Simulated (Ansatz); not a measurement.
Ansatz (a quantum-chemistry and plane-wave program) input:

Ansatz 0.2 input:
```yaml
crystal:
  lattice:
    - [0.0, 5.2865346617, 5.2865346617]
    - [5.2865346617, 0.0, 5.2865346617]
    - [5.2865346617, 5.2865346617, 0.0]
  atoms:
    - { symbol: Cs, position: [0.75, 0.75, 0.75] }
    - { symbol: Cs, position: [0.25, 0.25, 0.25] }
    - { symbol: Y, position: [0.5, 0.5, 0.5] }
    - { symbol: Ag, position: [0.0, 0.0, 0.0] }
    - { symbol: Cl, position: [0.746533342, 0.253466658, 0.253466658] }
    - { symbol: Cl, position: [0.253466658, 0.746533342, 0.746533342] }
    - { symbol: Cl, position: [0.253466658, 0.746533342, 0.253466658] }
    - { symbol: Cl, position: [0.746533342, 0.253466658, 0.746533342] }
    - { symbol: Cl, position: [0.253466658, 0.253466658, 0.746533342] }
    - { symbol: Cl, position: [0.746533342, 0.746533342, 0.253466658] }
kpoints:
  mp_grid: { grid: [4, 4, 4] }
  band_path:
    path:
      - [[0.0, 0.0, 0.0], [0.5, 0.0, 0.5], [0.625, 0.25, 0.625]]  # Γ-X-U
      - [[0.375, 0.375, 0.75], [0.0, 0.0, 0.0], [0.5, 0.5, 0.5], [0.5, 0.25, 0.75], [0.5, 0.0, 0.5]]  # K-Γ-L-W-X
      - [VBM, CBM]
    npoints: 12
basis: { xc_grid: 2 }
hamiltonian:
  xc: pbesol
  pseudopotentials: { kind: paw }
magnetization: { noncollinear: true, spin_orbit: true }
scf:
  n_extra_bands: 20
  convergence: { dr2_threshold: 0.0000000001 }
  occupations: { method: gaussian, width: 0.01 }
checkpoint: { write: soc.run }
output: { eigenvalues: true }
```

Output (shortened):

```
Pseudopotentials: kind: paw_fr
Pseudopotential: Cs, paw_fr, valence charge 9
Pseudopotential: Y, paw_fr, valence charge 11
Pseudopotential: Ag, paw_fr, valence charge 19
Pseudopotential: Cl, paw_fr, valence charge 7
Functional definition: PBEsol
non-collinear run that drives no moment, with spin-orbit …
Crystal: 10 atoms, lattice volume = 295.490 Å³
Basis set: ecut = 420 eV, 5817 PW (Γ), exchange–correlation on 100×100×100 points (8 copies of the dense FFT grid, shifted against one another)
Bands: 110, of which v1, the nominal top of the filled ones, is band 90 counted from 1 (89 counted from 0)
Symmetry: 48 space group operations + 48 with time reversal
k-points: 8 of 64
Projection manifold: j_resolved (fully-relativistic pseudo-atomic orbitals)
PAW frozen core: Cs, regenerated for the run's functional, and the local potential with it
PAW frozen core: Y, regenerated for the run's functional, and the local potential with it
PAW frozen core: Ag, regenerated for the run's functional, and the local potential with it
PAW frozen core: Cl, regenerated for the run's functional, and the local potential with it
Initial density: superposition of atomic densities (chi_scale 0.1, normalization cell, long waves kept (reshape's long-wave potential 0.00 eV rms))
Initial wavefunctions: pseudopotential atomic-orbital guess
Eigensolver: davidson
Functional: x = pbesol(κ = 0.804, μ = 0.12345679012345678), c = pbesol(β = 0.046)
SCF iter   1: F=—  HF=-28887.294525 eV  |F-HF|=—  |Δ(HF+E_count)|=         —  Δρ=4.38e-2  dr2=1.08e1  dr2_m=0.00e0 (ungated)  ethr=3.10e-3  |M|=0.00e0 ∫|m|=0.00e0 μB  |m|>n=0.0e0 m-floor=0.0e0 τ_xc=0.0e0  β_m=0.30  ⟨swp⟩=9.9  Hψ=2289  notcnv=0  defer=14
all-band conjugate gradients solve this SCF's bands
preconditioner: auto → Resta (q_TF=auto, 2.238 Å⁻¹)
spin=Noncollinear: Resta preconditioning applied to the charge; magnetization (m_x, m_y, m_z) channels mix plain (no charge-response kernel on spin).
SCF iter   2: F=—  HF=-28884.961985 eV  |F-HF|=—  |Δ(HF+E_count)|=    2.33e0  Δρ=2.27e-2  dr2=3.25e0  dr2_m=0.00e0 (ungated)  ethr=3.10e-3  |M|=0.00e0 ∫|m|=0.00e0 μB  |m|>n=0.0e0 m-floor=0.0e0 τ_xc=0.0e0  β_m=0.46  ⟨swp⟩=3.0  Hψ=755  notcnv=0  defer=98
SCF iter   3: F=—  HF=-28883.879951 eV  |F-HF|=—  |Δ(HF+E_count)|=    1.08e0  Δρ=6.28e-3  dr2=3.32e-1  dr2_m=0.00e0 (ungated)  ethr=3.10e-3  |M|=0.00e0 ∫|m|=0.00e0 μB  |m|>n=0.0e0 m-floor=0.0e0 τ_xc=0.0e0  β_m=0.73  ⟨swp⟩=3.0  Hψ=684  notcnv=0  defer=98
SCF iter   4: F=—  HF=-28883.749629 eV  |F-HF|=—  |Δ(HF+E_count)|=   1.30e-1  Δρ=2.03e-3  dr2=3.09e-2  dr2_m=0.00e0 (ungated)  ethr=3.69e-4  |M|=0.00e0 ∫|m|=0.00e0 μB  |m|>n=0.0e0 m-floor=0.0e0 τ_xc=0.0e0  β_m=0.83  ⟨swp⟩=2.9  Hψ=854  notcnv=0  defer=98
SCF iter   5: F=—  HF=-28883.746583 eV  |F-HF|=—  |Δ(HF+E_count)|=   3.05e-3  Δρ=1.17e-3  dr2=4.04e-3  dr2_m=0.00e0 (ungated)  ethr=3.43e-5  |M|=0.00e0 ∫|m|=0.00e0 μB  |m|>n=0.0e0 m-floor=0.0e0 τ_xc=0.0e0  β_m=0.79  ⟨swp⟩=3.0  Hψ=804  notcnv=0  defer=98
SCF iter   6: F=—  HF=-28883.746335 eV  |F-HF|=—  |Δ(HF+E_count)|=   2.48e-4  Δρ=4.55e-4  dr2=6.11e-4  dr2_m=0.00e0 (ungated)  ethr=4.49e-6  |M|=0.00e0 ∫|m|=0.00e0 μB  |m|>n=0.0e0 m-floor=0.0e0 τ_xc=0.0e0  β_m=0.79  ⟨swp⟩=2.9  Hψ=788  notcnv=0  defer=98
SCF iter   7: F=—  HF=-28883.746412 eV  |F-HF|=—  |Δ(HF+E_count)|=   7.70e-5  Δρ=7.64e-5  dr2=2.20e-5  dr2_m=0.00e0 (ungated)  ethr=6.79e-7  |M|=0.00e0 ∫|m|=0.00e0 μB  |m|>n=0.0e0 m-floor=0.0e0 τ_xc=0.0e0  β_m=0.87  ⟨swp⟩=2.0  Hψ=750  notcnv=0  defer=98
SCF iter   8: F=—  HF=-28883.746444 eV  |F-HF|=—  |Δ(HF+E_count)|=   3.14e-5  Δρ=1.90e-5  dr2=2.98e-6  dr2_m=0.00e0 (ungated)  ethr=2.44e-8  |M|=0.00e0 ∫|m|=0.00e0 μB  |m|>n=0.0e0 m-floor=0.0e0 τ_xc=0.0e0  β_m=0.94  ⟨swp⟩=2.0  Hψ=700  notcnv=0  defer=98
SCF iter  12: F=-28883.746340 eV  HF=-28883.746340 eV  |F-HF|=7.28e-12  |Δ(HF+E_count)|=  1.20e-10  Δρ=4.85e-8  dr2=1.35e-11  dr2_m=0.00e0 (ungated)  ethr=1.00e-12  |M|=0.00e0 ∫|m|=0.00e0 μB  |m|>n=0.0e0 m-floor=0.0e0 τ_xc=0.0e0  ⟨swp⟩=13.4  Hψ=1664  notcnv=0
SCF 1 converged in 12 iterations: F = -28883.746340 eV  dr2 = 1.35e-11
NSCF: frozen V_eff on 16 k-points
NSCF: frozen V_eff on 16 k-points
NSCF: frozen V_eff on 16 k-points
NSCF: frozen V_eff on 16 k-points
NSCF: frozen V_eff on 5 k-points
NSCF: frozen V_eff on 5 k-points
NSCF: frozen V_eff on 5 k-points
NSCF: frozen V_eff on 2 k-points
NSCF: frozen V_eff on 87 k-points
SCF converged after 12 iterations
Magnetization: |M| = 0.0000 μB,  M = (+0.0000, +0.0000, +0.0000) μB
Absolute magnetization: 0.0000 μB (∫|m|)
  site 0: m = (+0.0000, +0.0000, +0.0000) μB, |m| = 0.0000 μB  (R = 1.54 Å)
  site 1: m = (+0.0000, +0.0000, +0.0000) μB, |m| = 0.0000 μB  (R = 1.54 Å)
  site 2: m = (+0.0000, +0.0000, +0.0000) μB, |m| = 0.0000 μB  (R = 1.08 Å)
  site 3: m = (+0.0000, +0.0000, +0.0000) μB, |m| = 0.0000 μB  (R = 1.11 Å)
  site 4: m = (+0.0000, +0.0000, +0.0000) μB, |m| = 0.0000 μB  (R = 1.08 Å)
  site 5: m = (+0.0000, +0.0000, +0.0000) μB, |m| = 0.0000 μB  (R = 1.08 Å)
  site 6: m = (+0.0000, +0.0000, +0.0000) μB, |m| = 0.0000 μB  (R = 1.08 Å)
  site 7: m = (+0.0000, +0.0000, +0.0000) μB, |m| = 0.0000 μB  (R = 1.08 Å)
  site 8: m = (+0.0000, +0.0000, +0.0000) μB, |m| = 0.0000 μB  (R = 1.08 Å)
  site 9: m = (+0.0000, +0.0000, +0.0000) μB, |m| = 0.0000 μB  (R = 1.08 Å)
Free energy (F): -28883.746340 eV
Harris-Foulkes:  -28883.746340 eV  (|F-HF|=7.28e-12)
Internal energy: -28883.746340 eV  (E = F + TS)
E sigma→0 (E₀):  -28883.746340 eV
Fermi energy:    6.018344 eV
--- Per-component energies (eV) ---
  E_band       = -757.172677
  E_kinetic    = 2085.763643
  E_local      = -6998.413113  (includes V_loc(G=0)·N_el)
  E_nonlocal   = 371.846321
  E_hartree    = 2847.768940
  E_xc         = -1337.201958
  E_vxc        = -1413.741414  (∫ρ·V_xc dr)
  E_paw        = -20439.596990  (= ΣΔE_a)
  E_vpaw       = -498.167084  (= ΣTr[D̂ρ^β])
  E_aug_tail   = 0.000858  (compensation charges beyond the density's cutoff)
  E_ewald      = -5415.149511
  E_core_change = 1.235471  (= ΣΔE_core)
  E_smearing   =  0.000000  (= −TS)
  E_closure    = 0.000000  (closes the sum)
  Σ components = -28883.746340   (vs F -28883.746340, Δ=0.00e0)
  [band-id]    e_kinetic+e_local+e_nonlocal+2·e_hartree+e_vxc+e_vpaw+e_augmentation_tail = -757.172909   (vs E_band -757.172677, Δ=-2.32e-4)
--- Band table (eV; the first three rows and the last of 8) ---
  k-point 0: bands = ["-84.9174", "-84.9174", "-52.0279", "-52.0279", "-46.9228", "-46.9228", "-46.9228", "-46.9228", "-37.1938", "-37.1938", "-18.3030", "-18.3030", "-16.8951", "-16.8951", "-16.8951", "-16.8951", "-15.7408", "-15.7408", "-15.7243", "-15.7243", "-10.0028", "-10.0028", "-9.5995", "-9.5995", "-9.5995", "-9.5995", "-9.5351", "-9.5351", "-9.4936", "-9.4936", "-9.4936", "-9.4936", "-3.8186", "-3.8186", "-3.7222", "-3.7222", "-2.3177", "-2.3177", "-2.3177", "-2.3177", "-2.1418", "-2.1418", "-2.1418", "-2.1418", "-0.3159", "-0.3159", "0.5052", "0.5052", "0.5052", "0.5052", "1.2156", "1.2156", "1.2288", "1.2288", "1.2901", "1.2901", "1.2901", "1.2901", "1.3121", "1.3121", "1.3121", "1.3121", "2.4055", "2.4055", "2.4055", "2.4055", "2.4620", "2.4620", "2.6257", "2.6257", "2.6257", "2.6257", "2.6462", "2.6462", "2.8236", "2.8236", "2.8236", "2.8236", "2.9121", "2.9121", "2.9766", "2.9766", "3.0421", "3.0421", "3.0421", "3.0421", "3.6866", "3.6866", "3.6866", "3.6866", "7.8487", "7.8487", "8.1385", "8.1385", "8.1385", "8.1385", "8.1978", "8.1978", "9.3515", "9.3515", "9.3748", "9.3748", "9.3748", "9.3748", "9.7180", "9.7180", "9.7563", "9.7563", "9.7563", "9.7563"]
  k-point 1: bands = ["-84.9174", "-84.9174", "-52.0279", "-52.0279", "-46.9228", "-46.9228", "-46.9228", "-46.9228", "-37.1938", "-37.1938", "-18.3030", "-18.3030", "-16.8954", "-16.8954", "-16.8951", "-16.8951", "-15.7376", "-15.7376", "-15.7261", "-15.7261", "-9.9513", "-9.9513", "-9.6257", "-9.6257", "-9.6233", "-9.6233", "-9.5855", "-9.5855", "-9.4935", "-9.4935", "-9.4711", "-9.4711", "-3.7794", "-3.7794", "-3.7123", "-3.7123", "-2.2675", "-2.2675", "-2.2228", "-2.2228", "-2.1413", "-2.1413", "-2.1021", "-2.1021", "-0.0770", "-0.0770", "0.6065", "0.6065", "0.6118", "0.6118", "1.0084", "1.0084", "1.1582", "1.1582", "1.2040", "1.2040", "1.2251", "1.2251", "1.3369", "1.3369", "1.3542", "1.3542", "2.0528", "2.0528", "2.0880", "2.0880", "2.1790", "2.1790", "2.4903", "2.4903", "2.5135", "2.5135", "2.5724", "2.5724", "2.7957", "2.7957", "2.8328", "2.8328", "2.8662", "2.8662", "2.8968", "2.8968", "2.9364", "2.9364", "3.0621", "3.0621", "3.9581", "3.9581", "3.9679", "3.9679", "8.1549", "8.1549", "8.2235", "8.2235", "8.2634", "8.2634", "8.4602", "8.4602", "9.6956", "9.6956", "9.7926", "9.7926", "9.7933", "9.7933", "10.0294", "10.0294", "10.0612", "10.0612", "10.1212", "10.1212"]
  k-point 2: bands = ["-84.9174", "-84.9174", "-52.0279", "-52.0279", "-46.9228", "-46.9228", "-46.9228", "-46.9228", "-37.1938", "-37.1938", "-18.3031", "-18.3031", "-16.8957", "-16.8957", "-16.8950", "-16.8950", "-15.7315", "-15.7315", "-15.7309", "-15.7309", "-9.8627", "-9.8627", "-9.6955", "-9.6955", "-9.6438", "-9.6438", "-9.6414", "-9.6414", "-9.4789", "-9.4789", "-9.4541", "-9.4541", "-3.7223", "-3.7223", "-3.7204", "-3.7204", "-2.1828", "-2.1828", "-2.1740", "-2.1740", "-2.0900", "-2.0900", "-2.0899", "-2.0899", "0.4579", "0.4579", "0.4875", "0.4875", "0.7974", "0.7974", "0.8246", "0.8246", "0.9797", "0.9797", "0.9879", "0.9879", "1.3544", "1.3544", "1.4817", "1.4817", "1.4984", "1.4984", "1.5844", "1.5844", "1.6802", "1.6802", "1.7080", "1.7080", "2.4431", "2.4431", "2.5099", "2.5099", "2.6455", "2.6455", "2.6553", "2.6553", "2.7176", "2.7176", "2.7617", "2.7617", "2.8254", "2.8254", "2.9393", "2.9393", "3.1308", "3.1308", "4.1720", "4.1720", "4.1879", "4.1879", "8.1900", "8.1900", "8.2873", "8.2873", "8.3197", "8.3197", "9.1810", "9.1810", "9.9977", "9.9977", "10.1597", "10.1597", "10.2001", "10.2001", "10.3683", "10.3683", "10.5228", "10.5228", "10.5523", "10.5523"]
  k-point 7: bands = ["-84.9174", "-84.9174", "-52.0279", "-52.0279", "-46.9228", "-46.9228", "-46.9228", "-46.9228", "-37.1938", "-37.1938", "-18.3031", "-18.3031", "-16.8955", "-16.8955", "-16.8953", "-16.8953", "-15.7309", "-15.7309", "-15.7307", "-15.7307", "-9.8437", "-9.8437", "-9.7919", "-9.7919", "-9.6229", "-9.6229", "-9.5341", "-9.5341", "-9.5035", "-9.5035", "-9.4910", "-9.4910", "-3.7047", "-3.7047", "-3.7027", "-3.7027", "-2.1268", "-2.1268", "-2.1234", "-2.1234", "-2.0810", "-2.0810", "-2.0758", "-2.0758", "0.1587", "0.1587", "0.2248", "0.2248", "0.7517", "0.7517", "0.8710", "0.8710", "1.1437", "1.1437", "1.1635", "1.1635", "1.4047", "1.4047", "1.4255", "1.4255", "1.6514", "1.6514", "1.8221", "1.8221", "2.0810", "2.0810", "2.1140", "2.1140", "2.1735", "2.1735", "2.1886", "2.1886", "2.2628", "2.2628", "2.3586", "2.3586", "2.6635", "2.6635", "2.7109", "2.7109", "2.9991", "2.9991", "3.0038", "3.0038", "3.2605", "3.2605", "3.6200", "3.6200", "3.9964", "3.9964", "8.2964", "8.2964", "8.3622", "8.3622", "8.4005", "8.4005", "8.6200", "8.6200", "10.2671", "10.2671", "10.7783", "10.7783", "10.7783", "10.7783", "10.9548", "10.9548", "10.9977", "10.9977", "10.9978", "10.9978"]
  band table: 110 of 110 bands, residual norms ≤ 1.0e-3 eV
```

Cost: roughly 13 core-minutes on shared cores.

Space group Fm-3m. The workflow started from a Materials Project entry (that database holds measured and hypothetical structures alike); the Crystallography Open Database copy checked does not list it. Its standing as an ambient phase is unchecked. The PBEsol relaxation kept the symmetry of its start; whether a distortion lowers the energy is not shown. No spin polarisation was allowed.

Potentials: the later of the program's two PAW sets.

Ansatz is a plane-wave DFT program.
